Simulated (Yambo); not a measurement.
G0W0@LDA for GaN (zinc blende, space group F-43m, No. 216) in Yambo. Reference settings: 6×6×6 Γ-centred k mesh, 88 bands and a 14 Ry block in the screening, 88 bands in G with the Bruneval-Gonze terminator, plasmon pole fitted at 27.2 eV. The LDA gap Γ → Γ on this mesh is 2.01 eV; G0W0 gaps are taken between the same points.

Gap (Γ → Γ) in eV against the number of bands and the screening block, terminator on:

| bands (W and G) | 2 Ry | 5 Ry | 8 Ry | 11 Ry | 14 Ry |
|---|---|---|---|---|---|
| 20 | 2.423 | 2.734 | 2.815 | 2.882 | 2.903 |
| 32 | 2.311 | 2.637 | 2.725 | 2.797 | 2.821 |
| 47 | 2.262 | 2.602 | 2.698 | 2.775 | 2.801 |
| 67 | 2.235 | 2.587 | 2.688 | 2.766 | 2.792 |
| 88 | 2.223 | 2.583 | 2.687 | 2.767 | 2.794 |

Rough cost of the Yambo step against the reference (shared machines):

| bands (W and G) | 2 Ry | 5 Ry | 8 Ry | 11 Ry | 14 Ry |
|---|---|---|---|---|---|
| 20 | 1/10 | 1/10 | 1/9 | 1/6 | 1/4 |
| 32 | 1/5 | 1/6 | 1/5 | 1/3 | 1/2 |
| 47 | 1/5 | 1/4 | 1/3 | 1/3 | ~1 |
| 67 | 1/3 | 1/3 | 1/3 | ~1 | ~1 |
| 88 | ~1 | 1/2 | ~1 | ~1 | 1 |

At the largest block the last step in bands moves the gap by 0.002 eV; at the most bands the last step in the block moves it by 0.027 eV.

Spin-orbit splittings are left out.

The standard potential for Ga keeps a d shell in the valence without the s and p states of that shell. In tests on such compounds this moved G0W0 gaps by up to about 0.9 eV, so absolute quasiparticle energies here are unreliable; differences between settings are what counts.

Geometry relaxed with LDA; primitive cell a = 3.1487 Å, b = 3.1487 Å, c = 3.1487 Å, α = 60.00°, β = 60.00°, γ = 60.00°.

This is not the ordinary phase of the substance; no match was found in the copy of COD used, and its stability was not checked.
